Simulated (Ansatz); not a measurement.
Here is the system:

LaC₂:
```
CELL_PARAMETERS angstrom
     -2.00942     2.42997     2.71636
      2.00942    -2.42997     2.71636
      2.00942     2.42997    -2.71636
ATOMIC_POSITIONS crystal
  La 0.00000 0.00000 0.00000
  C  0.63249 0.50000 0.13249
  C  0.36751 0.50000 0.86751
```

This is the r²SCAN-relaxed structure.

All from DFT-r²SCAN in the program Ansatz with PAW potentials, unless another level is named. Give the bulk modulus (Birch–Murnaghan fit).

90.7 GPa.

And the highest zone-centre frequency?

1685 cm^-1.

Space group Immm. The workflow started from a Materials Project entry (that database holds measured and hypothetical structures alike); the Crystallography Open Database copy checked does not list it. COD files the formula under space group No. 139. Its standing as an ambient phase is unchecked. The r²SCAN relaxation kept the symmetry of its start; its stability against distortions is not shown here. As this level gives no gap, phonon frequencies hold no LO–TO term and depend on the k-mesh and smearing (Fermi–Dirac, 0.1 eV here). Spin–orbit coupling is left out wherever it is not named.

Potentials: the later of the program's two PAW sets.
